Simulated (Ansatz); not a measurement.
Data:

NbC (rock salt, Fm-3m), a = b = c = 4.427 Å, α = β = γ = 90.00°; the cell used has 2 atoms.

This is the LDA-relaxed structure.

Problem. All from DFT-LDA in the program Ansatz with PAW potentials, unless another level is named. Predict the electronic character.

Solution. metallic (no gap).

Problem. Next, the density of states at the Fermi level?

Solution. 0.35 states/eV per atom (mean over ±0.08 eV).

Problem. Next, the formation energy from the elements (no fitted shifts)?

Solution. -0.62 eV/atom.

The cell was relaxed with LDA under the symmetry of its start; of distortions, only those at the zone centre were tested. The run is not spin-polarised. The references are the lowest solids computed at this level, not always the standard phases. Spin–orbit coupling is left out wherever it is not named.

Potentials: the later of the program's two PAW sets.
